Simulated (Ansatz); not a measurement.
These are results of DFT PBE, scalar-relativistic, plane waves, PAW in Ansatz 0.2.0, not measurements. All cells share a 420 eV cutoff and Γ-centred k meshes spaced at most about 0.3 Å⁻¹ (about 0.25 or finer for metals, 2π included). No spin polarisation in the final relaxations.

All energies are static (0 K, no zero-point motion).

Compare these two cells of InGa₃AsP, each relaxed at this level.

A.

```xyz
6
Lattice="5.2310 0.0000 0.0000 0.0000 5.2310 0.0000 0.0000 0.0000 5.3553" Properties=species:S:1:pos:R:3 pbc="T T T"
In    2.6155    2.6155    2.6777
Ga    0.0000    2.6155    0.0000
Ga    2.6155    0.0000    0.0000
Ga    0.0000    0.0000    0.0000
P     0.0000    0.0000    2.6777
As    2.6155    2.6155    0.0000
```

B.

```xyz
6
Lattice="5.2821 0.0000 0.0000 -2.6411 4.5744 0.0000 0.0000 0.0000 5.3349" Properties=species:S:1:pos:R:3 pbc="T T T"
In    0.0000    3.0496    0.0000
Ga    2.6411    0.0216    2.6675
Ga    3.9429    2.2764    2.6675
Ga    1.3392    2.2764    2.6675
P     2.6411    1.5248    0.0000
As    0.0000    0.0000    0.0000
```

Task: Which is lower in energy, and by how much?

Result: A is lower, by 11 meV/atom. A has space group P4/mmm (No. 123), 24.4 Å³/atom and no gap on its mesh; B has space group P-6m2 (No. 187), 21.5 Å³/atom and no gap. Counting As or P atoms around Ga and In (for each partner element, those within 1.25 times its shortest distance or 1.15 times the sum of covalent radii, where it is the nearest in units of that sum or under 1.3; the shortest distance is added where it exceeds 1.18 times the sum of covalent radii), A has In 2, Ga 2 and B has In 6, Ga 2 from 3.1 Å. The lower one is the more open, so pressure narrows the difference. Even the lower one lies +0.36 eV/atom against the reference forms of the elements (uncorrected), so neither is stable at this level. In A, around In lie 2 As at 2.68 Å, 4 P at 3.70 Å and 8 Ga at 3.74 Å; Ga on a site of symmetry mmm has 2 As at 2.62 Å and 2 Ga at 2.62 Å; P has 2 Ga at 2.68 Å; As has 4 Ga at 2.62 Å and 2 In at 2.68 Å; 1 more site not described. In B, In is surrounded by 3 As at 3.05 Å, 3 P at 3.05 Å and 6 Ga at 3.08 Å; Ga is surrounded by 4 Ga at 2.60–2.68 Å, 2 P at 3.06 Å and 2 In at 3.08 Å; around P lie 3 As at 3.05 Å, 3 In at 3.05 Å and 6 Ga at 3.06 Å; As is surrounded by 3 In at 3.05 Å and 3 P at 3.05 Å. Both come from invented guesses. A third cell relaxed alike, in P-6m2, lies 248 meV/atom below the lower of the two.

The k mesh leaves some 4 meV/atom of noise in the energy of each metallic cell. Cells relaxed within their symmetry can be saddle points.
